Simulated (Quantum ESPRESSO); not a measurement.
## Ir2MoAg4Zr (input and log of a self-consistent run)

Computed values, not a measurement. The program is pw.x of Quantum ESPRESSO 7.5 (plane-wave density functional theory). The cell is made up: eight metal atoms on a hexagonal close-packed lattice, with elements, volume, strain and displacements drawn at random and not relaxed, so it may be unstable or far from any real phase. PseudoDojo standard norm-conserving files set the functional (PBE unless stated); there is no spin polarisation or spin-orbit coupling, the Fermi-Dirac width of 0.25 eV means electrons at about 2900 K, and the masses in the input are unused placeholders. Heavy elements are run without spin-orbit coupling, which real alloys of them have. A spin test at this wide smearing found no moment, but such smearing suppresses magnetism that the real alloy may have.

Input:

```
&control calculation='scf', pseudo_dir='./dojo.nc.sr.pbe.v0_5.standard.upf', outdir='./o', disk_io='minimal', tprnfor=.true., tstress=.true. /
&system ibrav=0, nat=8, ntyp=4, nbnd=81, ecutwfc=82.02448710, nosym=.true., tot_charge=0,
 occupations='smearing', smearing='fd', degauss=0.0183746611
/
&electrons conv_thr=1.470e-08, electron_maxstep=70, mixing_beta=0.5 /
ATOMIC_SPECIES
Ag 1.0 Ag.upf
Ir 1.0 Ir.upf
Mo 1.0 Mo.upf
Zr 1.0 Zr.upf
CELL_PARAMETERS angstrom
2.9473 -0.0364 0.0111
-0.0631 5.0919 -0.0575
0.0347 -0.104 9.084
ATOMIC_POSITIONS angstrom
Ir -0.0333 -0.0442 0.0048
Ir -0.0159 -0.0362 4.5731
Mo -0.0288 1.6896 2.2613
Ag 0.0114 1.5726 6.886
Ag 1.4934 2.5015 -0.0082
Zr 1.4317 2.4757 4.5269
Ag 1.4362 4.1933 2.1767
Ag 1.5436 4.1726 6.7694
K_POINTS automatic
8 5 3 1 1 1
```

The log is shortened where brackets say so; the opening notice, blank lines, dates and the lines on written files are dropped, and the path of the files is cut. It prints rydbergs, bohrs and kilobars, and counts compression as positive stress. Its total energy is the free energy E - TS of the whole cell.

```
     Program PWSCF v.7.5
     Parallel version (MPI & OpenMP), running on       4 processor cores
     Number of MPI processes:                 4
     Threads/MPI process:                     1
     [start-up lines left out]
     bravais-lattice index     =            0
     lattice parameter (alat)  =       5.5701  a.u.
     unit-cell volume          =     919.7071 (a.u.)^3
     number of atoms/cell      =            8
     number of atomic types    =            4
     number of electrons       =       136.00
     number of Kohn-Sham states=           81
     kinetic-energy cutoff     =      82.0245  Ry
     charge density cutoff     =     328.0979  Ry
     scf convergence threshold =      1.5E-08
     mixing beta               =       0.5000
     number of iterations used =            8  plain     mixing
     Exchange-correlation= PBE
                           (   1   4   3   4   0   0   0)
     [axes and pseudopotential details left out]
   Cartesian axes
     site n.     atom                  positions (alat units)
         1        Ir     tau(   1) = (  -0.0112975  -0.0149955   0.0016285  )
         2        Ir     tau(   2) = (  -0.0053943  -0.0122814   1.5514942  )
         3        Mo     tau(   3) = (  -0.0097708   0.5732227   0.7671806  )
         4        Ag     tau(   4) = (   0.0038676   0.5335286   2.3361809  )
         5        Ag     tau(   5) = (   0.5066588   0.8486722  -0.0027820  )
         6        Zr     tau(   6) = (   0.4857261   0.8399191   1.5358201  )
         7        Ag     tau(   7) = (   0.4872528   1.4226412   0.7384788  )
         8        Ag     tau(   8) = (   0.5236899   1.4156184   2.2966226  )
     number of k points=    60  Fermi-Dirac smearing, width (Ry)=  0.0184
                       cart. coord. in units 2pi/alat
        k(    1) = (   0.0630321   0.0592837   0.0545174), wk =   0.0333333
        k(    2) = (   0.0638168   0.0568503  -0.1618312), wk =   0.0333333
     [further k points left out]
     Dense  grid:    92269 G-vectors     FFT dimensions: (  36,  60, 100)
     Estimated max dynamical RAM per process >     392.51 MB
     Estimated total dynamical RAM >       1.47 GB
     Initial potential from superposition of free atoms
     starting charge     135.9940, renormalised to     136.0000
     Starting wfcs are   80 randomized atomic wfcs +    1 random wfcs
     total cpu time spent up to now is        5.1 secs
     per-process dynamical memory:   315.5 Mb
     Self-consistent Calculation
     iteration #  1     ecut=    82.02 Ry     beta= 0.50
     Davidson diagonalization with overlap
     ethr =  1.00E-02,  avg # of iterations =  3.0
     total cpu time spent up to now is       17.6 secs
     total energy              =   -1939.86912895 Ry
     estimated scf accuracy    <       4.40179875 Ry
     iteration #  2     ecut=    82.02 Ry     beta= 0.50
     Davidson diagonalization with overlap
     ethr =  3.24E-03,  avg # of iterations =  4.2
     total cpu time spent up to now is       31.9 secs
     total energy              =   -1936.76099248 Ry
     estimated scf accuracy    <      87.83586863 Ry
     iteration #  3     ecut=    82.02 Ry     beta= 0.50
     Davidson diagonalization with overlap
     ethr =  3.24E-03,  avg # of iterations =  5.1
     total cpu time spent up to now is       47.7 secs
     total energy              =   -1940.92704757 Ry
     estimated scf accuracy    <      22.95751804 Ry
     iteration #  4     ecut=    82.02 Ry     beta= 0.50
     Davidson diagonalization with overlap
     ethr =  3.24E-03,  avg # of iterations =  2.1
     total cpu time spent up to now is       58.9 secs
     total energy              =   -1942.10857808 Ry
     estimated scf accuracy    <       6.91197796 Ry
     iteration #  5     ecut=    82.02 Ry     beta= 0.50
     Davidson diagonalization with overlap
     ethr =  3.24E-03,  avg # of iterations =  1.5
     total cpu time spent up to now is       69.4 secs
     total energy              =   -1942.42728921 Ry
     estimated scf accuracy    <       0.44551900 Ry
     [iterations 6 to 13 left out]
     iteration # 14     ecut=    82.02 Ry     beta= 0.50
     Davidson diagonalization with overlap
     ethr =  8.26E-09,  avg # of iterations =  1.2
     total cpu time spent up to now is      171.9 secs
     total energy              =   -1942.46494031 Ry
     estimated scf accuracy    <       0.00000166 Ry
     iteration # 15     ecut=    82.02 Ry     beta= 0.50
     Davidson diagonalization with overlap
     ethr =  1.22E-09,  avg # of iterations =  1.9
     total cpu time spent up to now is      183.0 secs
     total energy              =   -1942.46494041 Ry
     estimated scf accuracy    <       0.00000002 Ry
     iteration # 16     ecut=    82.02 Ry     beta= 0.50
     Davidson diagonalization with overlap
     ethr =  1.59E-11,  avg # of iterations =  4.7
     total cpu time spent up to now is      198.1 secs
     total energy              =   -1942.46494041 Ry
     estimated scf accuracy    <       0.00000002 Ry
     iteration # 17     ecut=    82.02 Ry     beta= 0.50
     Davidson diagonalization with overlap
     ethr =  1.59E-11,  avg # of iterations =  2.0
     total cpu time spent up to now is      209.7 secs
     total energy              =   -1942.46494041 Ry
     estimated scf accuracy    <       0.00000012 Ry
     iteration # 18     ecut=    82.02 Ry     beta= 0.50
     Davidson diagonalization with overlap
     ethr =  1.59E-11,  avg # of iterations =  2.0
     total cpu time spent up to now is      221.0 secs
     End of self-consistent calculation
     [lines on levels left out]
!    total energy              =   -1942.46494041 Ry
     estimated scf accuracy    <          1.3E-09 Ry
     smearing contrib. (-TS)   =      -0.10021600 Ry
     internal energy E=F+TS    =   -1942.36472442 Ry
     The total energy is F=E-TS. E is the sum of the following terms:
     one-electron contribution =    -675.20362096 Ry
     hartree contribution      =     416.03150120 Ry
     xc contribution           =    -313.23756436 Ry
     ewald contribution        =   -1369.95504029 Ry
     convergence has been achieved in  18 iterations
     Forces acting on atoms (cartesian axes, Ry/au):
     atom    1 type  2   force =     0.01710233    0.02830224    0.04298164
     atom    2 type  2   force =     0.01167973    0.01532230   -0.05040765
     atom    3 type  3   force =     0.00019413   -0.06206258   -0.00813674
     atom    4 type  1   force =     0.00298353    0.00030334   -0.00629468
     atom    5 type  1   force =    -0.00751174    0.00267812   -0.00088697
     atom    6 type  4   force =     0.00260747   -0.00225379   -0.01047887
     atom    7 type  1   force =    -0.00689169    0.01582784    0.01899921
     atom    8 type  1   force =    -0.02016375    0.00188252    0.01422406
     Total force =     0.106194     Total SCF correction =     0.000059
     Computing stress (Cartesian axis) and pressure
          total   stress  (Ry/bohr**3)                   (kbar)     P=        5.69
  -0.00006440   0.00011970  -0.00002761           -9.47       17.61       -4.06
   0.00011970  -0.00028473  -0.00000548           17.61      -41.88       -0.81
  -0.00002761  -0.00000548   0.00046517           -4.06       -0.81       68.43
     init_run     :      4.65s CPU      4.84s WALL (       1 calls)
     electrons    :    210.93s CPU    215.91s WALL (       1 calls)
     forces       :      2.19s CPU      2.20s WALL (       1 calls)
     stress       :      7.72s CPU      7.73s WALL (       1 calls)
     [timing details left out]
     PWSCF        :   3m45.70s CPU   3m50.96s WALL
     JOB DONE.
```

In other units: free energy -26428.582 eV for the cell, pressure 0.57 GPa, largest force component 1.596 eV/Å in size. The run took 233 s of wall time with four MPI processes on a shared machine (AMD EPYC, Zen 5, virtual cores), so the time is rough. A rerun of this cell at a higher cutoff and on a denser mesh moved values by no more than 0.010 eV in energy, 0.16 GPa in stress and 0.012 eV/Å in force, and a second program with other atomic files agreed on that cell to 2 % rms in force and 0.5 GPa in pressure.